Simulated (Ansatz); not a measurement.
What DFT gives for Cs2ZrS2

```
Zr S Cs
1.0
     0.00000    0.00000    6.52377
     7.71888    0.00000    0.00000
     3.85944    7.00842   -3.26188
Zr S Cs
2 4 4
Direct
  0.25000 0.00000 0.00000
  0.75000 0.00000 0.00000
  0.90470 0.27320 0.80940
  0.09530 0.72680 0.19060
  0.59530 0.08260 0.19060
  0.40470 0.91740 0.80940
  0.15040 0.19240 0.30080
  0.84960 0.80760 0.69920
  0.34960 0.49320 0.69920
  0.65040 0.50680 0.30080
```

The numbers come from plane-wave PAW DFT (Ansatz): r2SCAN, no spin polarisation, 500 eV, 5×5×5 Γ-centred k points, cold occupations (width 0.0169 eV). Nothing was relaxed.

Formation energy: -1.28 eV an atom against the elements' usual phases (free molecules for gases, crystals otherwise, with no correction for O₂ or N₂), so it is bound against them; other compounds may still compete. Relaxing would lower it.
Stress: The pressure is 0.6 GPa (compression positive), so with the atoms held at these fractions the cell would first expand.
Electronic structure: It is a metal, with about 5 states/eV a cell as the mean within 0.25 eV of the Fermi level, mostly Zr d (74 %).
Forces: The largest is on S3 (and as large on other atoms): 0.29 eV/Å, components (0.24, -0.17, 0.00). It makes 139° with the line to a nearest neighbour, Zr2 at 2.52 Å, pointing away from it.

Origin: a known structure type with other elements, at an estimated volume, so it need not be a known compound. Caveats: many states at the Fermi level without spin polarisation, so a magnetic state may lie lower.
